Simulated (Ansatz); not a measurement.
AlNi₃ (Cu3Au type)

```xyz
4
Lattice="3.5191 0.0000 0.0000 0.0000 3.5191 0.0000 0.0000 0.0000 3.5191" Properties=species:S:1:pos:R:3 pbc="T T T"
Ni     0.0000     1.7596     1.7596
Ni     1.7596     1.7596     0.0000
Ni     1.7596     0.0000     1.7596
Al     0.0000     0.0000     0.0000
```

The slice is a {100} plane (indices of the conventional cell) through the point (0.500, 0.000, 0.500) (fractional), spanned by u = [100] and v = [010] in vectors of this cell: u (3.52 Å) and v (3.52 Å, at 90° to u). It covers one period; positions are fractions (u, v).

The numbers are results of PBEsol (plane waves to 420 eV, PAW, scalar-relativistic; Ansatz, a quantum-chemistry and plane-wave program), not measurements. k mesh 13×13×13. Inside the PAW spheres the values are not all-electron values, and peaks at nuclei hang on which shells count as valence. AlNi3 was relaxed with its symmetry unable to fall. Relaxed AlNi3 ends ferromagnetic. The magnetic order is the one the run started from; other orders were not tried.

Three fields on this plane, each scaled to ten steps between its own extremes (0 low, 9 high; the total valence density on a logarithmic scale, the potential cut 8 eV below its top; x marks points blanked near nuclei; v = 0 in the bottom row):

Map A
```
|xxxxxxxx0467788877640xxxxxxx|
|xxxxxxxx1467777777641xxxxxxx|
|xxxxxxxx2466777776642xxxxxxx|
|xxxxxxx035566666665530xxxxxx|
|xxxxxxx234544444445432xxxxxx|
|xxxxxx13433210001233431xxxxx|
|xxxx0233320xxxxxxx0233320xxx|
|012334431xxxxxxxxxxx13443321|
|55555542xxxxxxxxxxxxx2455555|
|77776530xxxxxxxxxxxxx0356777|
|8888753xxxxxxxxxxxxxxx357888|
|9998752xxxxxxxxxxxxxxx257899|
|9998751xxxxxxxxxxxxxxx157899|
|9998750xxxxxxxxxxxxxxx057899|
|9998751xxxxxxxxxxxxxxx157899|
|9998752xxxxxxxxxxxxxxx257899|
|8888753xxxxxxxxxxxxxxx357888|
|77776530xxxxxxxxxxxxx0356777|
|55555542xxxxxxxxxxxxx2455555|
|012334431xxxxxxxxxxx13443321|
|xxxx0233320xxxxxxx0233320xxx|
|xxxxxx13433210001233431xxxxx|
|xxxxxxx234544444445432xxxxxx|
|xxxxxxx035566666665530xxxxxx|
|xxxxxxxx2466777776642xxxxxxx|
|xxxxxxxx1467777777641xxxxxxx|
|xxxxxxxx0467788877640xxxxxxx|
|xxxxxxxx0467788877640xxxxxxx|
```

Map B
```
|xxxxxxxx9632110112369xxxxxxx|
|xxxxxxxx8532111112358xxxxxxx|
|xxxxxxxx8543222223458xxxxxxx|
|xxxxxxx975443333344579xxxxxx|
|xxxxxxx876555666555678xxxxxx|
|xxxxxx97777889998877779xxxxx|
|xxxx9877789xxxxxxx9877789xxx|
|998776679xxxxxxxxxxx97667789|
|55555568xxxxxxxxxxxxx8655555|
|33334579xxxxxxxxxxxxx9754333|
|1122357xxxxxxxxxxxxxxx753221|
|0012358xxxxxxxxxxxxxxx853210|
|0001359xxxxxxxxxxxxxxx953100|
|0001359xxxxxxxxxxxxxxx953100|
|0001359xxxxxxxxxxxxxxx953100|
|0012358xxxxxxxxxxxxxxx853210|
|1122357xxxxxxxxxxxxxxx753221|
|33334579xxxxxxxxxxxxx9754333|
|55555568xxxxxxxxxxxxx8655555|
|998776679xxxxxxxxxxx97667789|
|xxxx9877789xxxxxxx9877789xxx|
|xxxxxx97777889998877779xxxxx|
|xxxxxxx876555666555678xxxxxx|
|xxxxxxx975443333344579xxxxxx|
|xxxxxxxx8543222223458xxxxxxx|
|xxxxxxxx8532111112358xxxxxxx|
|xxxxxxxx9632110112369xxxxxxx|
|xxxxxxxx9632100012369xxxxxxx|
```

Map C
```
|xxxxxxxx6322222222236xxxxxxx|
|xxxxxxxx7311222221137xxxxxxx|
|xxxxxxxx5211122211125xxxxxxx|
|xxxxxxx930111222111039xxxxxx|
|xxxxxxx510023333320015xxxxxx|
|xxxxxx61013576667531016xxxxx|
|xxxx8510159xxxxxxx9510158xxx|
|112321016xxxxxxxxxxx61012321|
|22221115xxxxxxxxxxxxx5111222|
|32210128xxxxxxxxxxxxx8210122|
|3232123xxxxxxxxxxxxxxx321232|
|4343222xxxxxxxxxxxxxxx222343|
|4332221xxxxxxxxxxxxxxx122233|
|5443321xxxxxxxxxxxxxxx123344|
|4332221xxxxxxxxxxxxxxx122233|
|4343222xxxxxxxxxxxxxxx222343|
|3232123xxxxxxxxxxxxxxx321232|
|32210128xxxxxxxxxxxxx8210122|
|22221115xxxxxxxxxxxxx5111222|
|112321016xxxxxxxxxxx61012321|
|xxxx8510159xxxxxxx9510158xxx|
|xxxxxx61013576667531016xxxxx|
|xxxxxxx510023333320015xxxxxx|
|xxxxxxx930111222111039xxxxxx|
|xxxxxxxx5211122211125xxxxxxx|
|xxxxxxxx7311222221137xxxxxxx|
|xxxxxxxx6322222222236xxxxxxx|
|xxxxxxxx6322222222236xxxxxxx|
```

Task: Assign the maps to these fields: valence electron density; spin density, up minus down; electrostatic potential energy of an electron, from the cell's mean.

Result: A is the electrostatic potential energy of an electron, from the cell's mean; B is the valence electron density; C is the spin density, up minus down.
